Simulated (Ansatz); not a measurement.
The relaxed structure here is a generated cell of ZnCu2SnS4: the first start was made by a random draw of sites in a space group, and the end was not matched to a known phase here, so it may be hypothetical. Known forms of ZnCu2SnS4 include space group No. 82.

A relaxed cell of ZnCu₂SnS₄ (I-4m2 (No. 119)), relaxed on a k-mesh at least as fine as the one used below. The numbers are results of PBE (plane waves to 420 eV, PAW, scalar-relativistic; Ansatz, a quantum-chemistry and plane-wave program), not measurements. Γ-centred k-mesh 5×5×6 on the run's cell (coarser than for final values), Fermi–Dirac smearing 0.05 eV.

```
ZnCu2SnS4
1.0
   -2.70712     2.70712     4.93424
    2.70712    -2.70712     4.93424
    2.70712     2.70712    -4.93424
Cu S Sn Zn
2 4 1 1
Cartesian
  2.70712   0.00000   0.16679
  2.70712   0.00000   4.76745
  0.00000   0.00000   4.93424
  0.00000   0.00000   7.44034
  0.00000   0.00000   2.42814
  2.70712   0.00000   2.46712
  0.00000   2.70712   2.46712
  0.00000   0.00000   0.00000
```

The atoms are displaced by (Å):

| atom | ux | uy | uz |
|---|---|---|---|
| Cu1 | 0.155 | -0.013 | 0.126 |
| Cu2 | -0.103 | -0.032 | -0.084 |
| S3 | -0.087 | -0.019 | 0.177 |
| S4 | -0.027 | 0.021 | -0.083 |
| S5 | 0.069 | -0.094 | -0.007 |
| S6 | 0.066 | 0.112 | -0.074 |
| Sn7 | 0.163 | 0.106 | -0.054 |
| Zn8 | 0.051 | -0.040 | 0.062 |

### Question
What forces (eV/Å) and pressure result?

### Answer
```
atom     Fx     Fy     Fz
----  -----  -----  -----
Cu1   -0.21  -0.16  -1.65
Cu2   -0.02  -0.03   0.18
S3     0.41   0.15  -0.47
S4     0.65   0.18   0.14
S5    -0.03   0.82   0.08
S6    -0.10  -0.37   1.54
Sn7   -0.77  -0.67   0.40
Zn8    0.07   0.07  -0.23
```

Pressure +2.5 GPa.

### Question
Estimate the energy cost of the displacement in the harmonic approximation and compare with the calculation.

### Answer
For a harmonic well ΔE = −½ Σ F·u = 0.435 eV a cell, or 54 meV/atom. The calculated energy relative to the undisplaced cell is +0.05 eV/atom, so the harmonic estimate holds well.

The undisplaced cell is probably no minimum: from this displacement the run went on to P1 (No. 1), 0.51 eV/atom below it.

No spin polarisation in the result.
